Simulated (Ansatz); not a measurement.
GaN:
```yaml
crystal:
  lattice:
    - [3.17476, 0.00000, 0.00000]
    - [-1.58738, 2.74942, 0.00000]
    - [0.00000, 0.00000, 7.52309]
  atoms:
    - { symbol: Ga, position: [0.66667, 0.33333, 0.25000] }
    - { symbol: Ga, position: [0.33333, 0.66667, 0.75000] }
    - { symbol: N, position: [0.00000, 0.00000, 0.75000] }
    - { symbol: N, position: [0.00000, 0.00000, 0.25000] }
```

Relaxed with r²SCAN+D4. Special points in fractions of this cell's reciprocal vectors: Γ (0.000, 0.000, 0.000); M (0.500, 0.000, 0.000); K (0.333, 0.333, 0.000); A (0.000, 0.000, 0.500); L (0.500, 0.000, 0.500); H (0.333, 0.333, 0.500).

Question: List the band energies nearest the valence-band maximum at these points for plane-wave PAW r²SCAN+D4 (Ansatz code).

Answer: In eV from the valence-band maximum; about four levels below and three above (degenerate sets whole), none deeper than 8.9 eV; points with the same levels are listed once.

| k | below | above |
|---|---|---|
| Γ | -0.63 -0.63 -0.58 -0.58 | 1.45 3.91 6.12 |
| M | -2.59 -2.50 -1.27 -0.30 | 3.44 4.91 6.19 |
| K | -4.86 -4.86 -0.84 0.00 | 4.73 4.73 7.53 7.53 |
| A | -0.61 -0.61 -0.61 -0.61 | 2.69 2.69 7.34 7.34 |
| L | -2.55 -2.55 -0.82 -0.82 | 4.58 4.58 5.52 5.52 |
| H | -4.88 -4.88 -0.44 -0.44 | 4.99 4.99 7.15 7.15 |

Space group P6_3/mmc. The workflow started from a Materials Project entry (that database holds measured and hypothetical structures alike); the Crystallography Open Database copy checked does not list it. It is not the phase usual at ambient conditions (space group No. 186, 216). Symmetry was held in the r²SCAN+D4 relaxation; phonons on a q-mesh show weakly imaginary modes. Scalar-relativistic: spin–orbit coupling is off unless named, which matters more the heavier the elements.

Potentials: the earlier of the program's two PAW sets.
